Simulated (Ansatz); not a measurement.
Input file for Ansatz (an electronic-structure program):

Ansatz 0.2 input:
```yaml
crystal:
  lattice:
    - [-4.92016947, 4.2718525278, 2.5511651582]
    - [4.92016947, -4.2718525278, 2.5511651582]
    - [4.92016947, 4.2718525278, -2.5511651582]
  atoms:
    - { symbol: Si, position: [0.149722771, 0.5916958247, 0.7421954665] }
    - { symbol: Si, position: [0.8495003583, 0.4075273045, 0.2578045335] }
    - { symbol: Si, position: [0.149722771, 0.9075273045, 0.0580269463] }
    - { symbol: Si, position: [0.8495003583, 0.0916958247, 0.9419730537] }
    - { symbol: O, position: [0.0774868126, 0.3495376881, 0.8458077271] }
    - { symbol: O, position: [0.503729961, 0.2316790855, 0.1541922729] }
    - { symbol: O, position: [0.0774868126, 0.7316790855, 0.2279491245] }
    - { symbol: O, position: [0.503729961, 0.8495376881, 0.7720508755] }
    - { symbol: O, position: [0.937793177, 0.937793177, 0.0] }
    - { symbol: O, position: [0.937793177, 0.437793177, 0.5] }
    - { symbol: O, position: [0.8759841818, 0.2263269201, 0.1496572617] }
    - { symbol: O, position: [0.0766696583, 0.7263269201, 0.8503427383] }
kpoints:
  mp_grid: { grid: [6, 6, 6] }
hamiltonian:
  xc: r2scan
  pseudopotentials: { azcp: { folder: ./paw }, kind: paw }
scf:
  occupations: { method: fixed }
checkpoint: { read: static.run }
output: { write_density: true, elf: true, volumetric_format: npy }
basis: { fft_grid_basis: typed }
```

Output (shortened):

```
Pseudopotential: Si, paw, valence charge 4
Pseudopotential: O, paw, valence charge 6
Functional definition: r2SCAN
Crystal: 12 atoms, lattice volume = 214.484 Å³
Basis set: ecut = 500 eV, 5451 PW (Γ), exchange–correlation on 216×216×216 points (64 copies of the dense FFT grid, shifted against one another)
Bands: 44, of which v1, the nominal top of the filled ones, is band 32 counted from 1 (31 counted from 0)
Symmetry: 4 space group operations
Space group: Ima2 (ITA 46), of the structure as read, at distance tolerance 6.0e-5 Å
k-points: 46 of 216 (time reversal used)
Stability of the state it starts from, as read at its close in the unpolarized treatment …
iter 1 solved again at ethr=1.31e-7 eV; its pass at ethr=3.10e-3 eV (dr2=8.40e-5 eV) is discarded
SCF iter   1: F=—  HF=-7120.195886 eV  |F-HF|=—  |Δ(HF+E_count)|=         —  Δρ=1.49e-6  dr2=4.22e-9  dr2_τ=2.74e-10  ethr=1.31e-7  ⟨swp⟩=4.0  Hψ=14738  notcnv=0  defer=460
preconditioner: auto → Resta (q_TF=auto, 2.230 Å⁻¹)
SCF iter   2: F=-7120.195886 eV  HF=-7120.195886 eV  |F-HF|=2.50e-9  |Δ(HF+E_count)|=   1.51e-7  Δρ=1.41e-6  dr2=3.17e-9  dr2_τ=5.06e-10  ethr=6.60e-12  ⟨swp⟩=17.3  Hψ=14135  notcnv=0
SCF 1 converged in 2 iterations: F = -7120.195886 eV  dr2 = 3.17e-9
SCF converged after 2 iterations
Free energy (F): -7120.195886 eV
Harris-Foulkes:  -7120.195886 eV  (|F-HF|=2.50e-9)
Internal energy: -7120.195886 eV  (E = F + TS)
E sigma→0 (E₀):  -7120.195886 eV
Fermi energy:    -0.947347 eV
--- Per-component energies (eV) ---
  E_band       = -516.591012
  E_kinetic    = 1567.298175
  E_local      = -5943.216979  (includes V_loc(G=0)·N_el)
  E_nonlocal   = 498.788434
  E_hartree    = 2355.662468
  E_xc         = -786.355456
  E_vxc        = -1037.131654  (∫ρ·V_xc dr)
  E_paw        = -3401.318165  (= ΣΔE_a)
  E_vpaw       = -379.175388  (= ΣTr[D̂ρ^β])
  E_aug_tail   = 0.002203  (compensation charges beyond the density's cutoff)
  E_vtau       = 65.516710  (kinetic-family band-sum trace: ∫τ·v_τ [+ j·A + Jᵃ·Aᵃ] dr)
  E_ewald      = -1410.495305
  E_core_change = -0.561261  (= ΣΔE_core)
  E_smearing   =  0.000000  (= −TS)
  E_closure    =  0.000000  (closes the sum)
  Σ components = -7120.195886   (vs F -7120.195886, Δ=0.00e0)
  [band-id]    e_kinetic+e_local+e_nonlocal+2·e_hartree+e_vxc+e_vpaw+e_augmentation_tail+e_vtau = -516.593563   (vs E_band -516.591012, Δ=-2.55e-3)
--- Band table (eV; the first three rows and the last of 46) ---
  k-point 0: bands = ["-21.2707", "-20.3476", "-19.8837", "-19.8065", "-19.2921", "-19.2337", "-19.2226", "-19.2148", "-9.5054", "-9.1545", "-8.6523", "-6.5929", "-6.4993", "-6.3320", "-6.3136", "-5.8558", "-4.3634", "-3.9129", "-3.4740", "-3.3255", …
  k-point 1: bands = ["-21.2406", "-20.4320", "-19.9404", "-19.6973", "-19.2837", "-19.2361", "-19.2197", "-19.2163", "-9.6525", "-9.1985", "-8.4021", "-6.6338", "-6.4658", "-6.3482", "-6.2919", "-5.8966", "-4.3461", "-3.9118", "-3.4852", "-3.3061", …
  k-point 2: bands = ["-21.1640", "-20.5984", "-19.9671", "-19.5891", "-19.2635", "-19.2367", "-19.2210", "-19.2150", "-9.8784", "-9.2057", "-8.0316", "-6.7333", "-6.3879", "-6.3537", "-6.2624", "-6.0017", "-4.3037", "-3.9126", "-3.4799", "-3.2815", …
  k-point 45: bands = ["-20.8769", "-20.8239", "-20.3509", "-19.2636", "-19.2450", "-19.2311", "-19.2229", "-19.2056", "-10.5168", "-8.4238", "-7.4546", "-7.3711", "-6.7100", "-6.2888", "-6.0898", "-5.8912", "-4.2077", "-4.0048", "-3.5202", "-3.5085", …
```

Cost: around 50 core-seconds (rough) on shared cores.

The first step of the workflow began from a Materials Project structure, measured or hypothetical; the Crystallography Open Database copy checked does not list it. It is not the phase usual at ambient conditions (space group No. 92, 152, 154). The r²SCAN relaxation kept the symmetry of its start; whether a distortion lowers the energy is not shown.

Potentials: the earlier of the program's two PAW sets. The files were generated under PBE; for other functionals the program regenerates the frozen cores, and for LDA and PBEsol the local potential too.

Ansatz is a plane-wave DFT program.
